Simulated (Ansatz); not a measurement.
Here is an unrelaxed guess for TiGaC4N4.

```
CELL_PARAMETERS angstrom
5.88435 0.00000 0.00000
0.00000 5.88435 0.00000
0.00000 0.00000 5.88435
ATOMIC_POSITIONS crystal
Ti 0.50000 0.50000 0.50000
Ga 0.00000 0.00000 0.00000
C 0.18603 0.18603 0.18603
C 0.18603 0.81397 0.81397
C 0.81397 0.18603 0.81397
C 0.81397 0.81397 0.18603
N 0.30082 0.30082 0.30082
N 0.30082 0.69918 0.69918
N 0.69918 0.30082 0.69918
N 0.69918 0.69918 0.30082
```

Method: Ansatz 0.2.0, DFT PBE, scalar-relativistic, plane waves, PAW. Cutoff 420 eV; k points 4×4×4 on the computed 10-atom cell (Γ-centred); Gaussian smearing, width 0.10 eV; collinear spin from starting moments 1.0 0.0 0.0 0.0 0.0 0.0 0.0 0.0 0.0 0.0 μB.

The zero of energy is the elements' standard structures at the same level (N₂ as a molecule); no fitted shifts are applied.

Question: How far from equilibrium is it?

Answer: The pressure is 3.6 GPa (it wants to expand), the largest force is 1.04 eV/Å, and the energy is +0.31 eV/atom against the elements. The shortest distance is 1.17 Å.

Question: How much does it gain on relaxing, and where does it end?

Answer: Relaxing gains under 0.1 eV/atom (the start's value is from the coarse mesh, so the gain is rough) in 8 ionic steps and ends at +0.29 eV/atom on the finer mesh. The symmetry stays P-43m (No. 215). The volume per atom grows by 4.4 %, from 20.4 to 21.3 Å³. The shortest distance goes from 1.17 Å (C–N) to 1.18 Å (C–N). Conventional cell: a = 5.970 Å. Around Ti lie 4 N at 2.03 Å; Ga has 4 C at 1.96 Å; C has 1 N at 1.18 Å and 1 Ga at 1.96 Å; N is surrounded by 1 C at 1.18 Å and 1 Ti at 2.03 Å.

The last run used collinear spin, a 6×6×6 mesh for its 10-atom cell and Gaussian smearing of 0.10 eV. The reference form of C is held partly by dispersion forces, which this level lacks. Another magnetic order may lie lower. The relaxation can't lower the symmetry of the start. Symmetry constrained the relaxation, so the result can be a saddle point.
